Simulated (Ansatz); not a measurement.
# BeSn2: forces and stress of a distorted cell

Cell: artificial BeSn2 built from the CdI2 structure and then distorted, one atom being moved towards a neighbour.

Level of theory: Ansatz 0.2 development build, DFT, PBE, all-electron full-potential LAPW, scalar-relativistic, point nucleus. Brillouin zone: 3×3×1 Γ-centred, Fermi–Dirac smearing of 0.15 eV; a denser mesh would shift the values. In metals such a mesh can move stress, forces and moments by their own size. Spin-restricted. Atoms are numbered as listed.

Lattice vectors (Å):
```
 3.6868 -0.0864 -0.0691
-1.9182  3.2508 -0.0258
-0.1128 -0.1138  5.9974
```

| atom | x | y | z (fractional) |
| --- | --- | --- | --- |
| Be1 | 0.1977 | 0.1026 | 0.6290 |
| Sn2 | 0.5676 | 0.8871 | 0.8918 |
| Sn3 | 0.9309 | 0.5825 | 0.4435 |

**Question.** What forces and pressure does this calculation give?

**Answer.** 
```csv
atom,Fx (eV/Å),Fy (eV/Å),Fz (eV/Å)
Be1,-0.739,5.155,2.815
Sn2,0.344,-0.354,0.560
Sn3,0.395,-4.801,-3.375
```

Stress tensor (GPa, compression positive):
```
-1.68 -2.24 -0.45
-2.24 10.75 10.04
-0.45 10.04 17.67
```

* All-electron E − TS, for this scheme: -336587.267 eV
* Pressure: 8.92 GPa
* Largest force: 5.920 eV/Å
